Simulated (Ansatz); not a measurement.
NbGa₃ in space group I4/mmm (No. 139; Nb on 2a, Ga on 2b, Ga on 4d) under volume change, DFT-LDA in the program Ansatz with PAW potentials, shape and atoms relaxed at each volume.

```tsv
V (Å³/atom)	E − E(relaxed) (meV/atom)	P (GPa)
13.678	66.4	17.17
14.129	27.8	10.46
14.580	6.5	4.79
15.031	0.0	0.00
15.482	5.9	-4.05
15.933	22.2	-7.44
16.384	47.2	-10.30
```

Task: What does a third-order Birch–Murnaghan fit give for V₀, B₀ and B′?

Result: V₀ = 15.03 Å³/atom, B₀ = 146 GPa, B′ = 4.7.

The workflow started from a Materials Project entry (that database holds measured and hypothetical structures alike); the Crystallography Open Database files this formula in space group No. 139, but the cells were not matched. Whether it is the stable phase at ambient conditions was not checked. Symmetry was held in the LDA relaxation; of distortions, only those at the zone centre were tested. No spin polarisation was allowed.

Potentials: the later of the program's two PAW sets.
